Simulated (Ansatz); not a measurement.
# A change and its effect: MgI$_{2}$ (P-3m1)

```yaml
crystal:
  lattice:
    - [4.13004, 0.00000, 0.00000]
    - [-2.06502, 3.57672, 0.00000]
    - [0.00000, 0.00000, 7.02195]
  atoms:
    - { symbol: Mg, position: [0.00000, 0.00000, 0.00000] }
    - { symbol: I, position: [0.33333, 0.66667, 0.23768] }
    - { symbol: I, position: [0.66667, 0.33333, 0.76232] }
```

The conventional cell has a = 4.130 Å, b = 4.130 Å, c = 7.022 Å, α = 90.00°, β = 90.00°, γ = 120.00°. Mg (atom 1) is surrounded by 6 I at 2.91 Å. Around I (atom 2) lie 3 Mg at 2.91 Å.

Level of theory, where no other is named: PBEsol, all-electron LAPW in Ansatz 0.2.0, scalar-relativistic. k mesh 6×6×4, strains of ±0.008, fixed occupations, basis error target 1 meV/atom. The cell was relaxed by PAW under this functional.

With these settings the run gives C11 = 44.5, C44 = 2.6 GPa and B_V = 14.7 GPa (relaxed ions).

Problem. The run is repeated in the same cell with hamiltonian.xc from pbesol to pbe. What moves, and by how much?

Solution. C11: +10.39 %; C44: +24.95 %; B_V: +28.56 %. The cell isn't relaxed anew, and its pressure at the new settings is 1.2 GPa; in its own relaxed cell the change can differ in size and sign.

Limits of these numbers: no dispersion correction, so the spacing and stiffness between layers or molecules are poor; the cell carries a residual stress at this level.
